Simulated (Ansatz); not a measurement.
ZnS (4H polytype) was relaxed and computed twice in Ansatz (plane waves, PAW), once with HSE06 and once with LDA.

|  | run 1 | run 2 |
|---|---|---|
| cell | a = b = 3.742 Å, c = 12.259 Å, α = β = 90.00°, γ = 120.00° | a = 3.8354 Å, b = 3.8354 Å, c = 12.5416 Å, α = 90.00°, β = 90.00°, γ = 120.00° |
| gap (eV) | 2.16 | 3.32 |
| B₀ by P(V) fit (GPa) | 86.2 | 74.8 |

Problem. Which run used which functional?

Solution. Run 1 is LDA, run 2 is HSE06.

All cells were relaxed under the symmetry of their starts (and spin orders); stability against distortions was not tested throughout.

Potentials: the later of the program's two PAW sets.

Ansatz (a quantum-chemistry and plane-wave program) is a plane-wave DFT program.
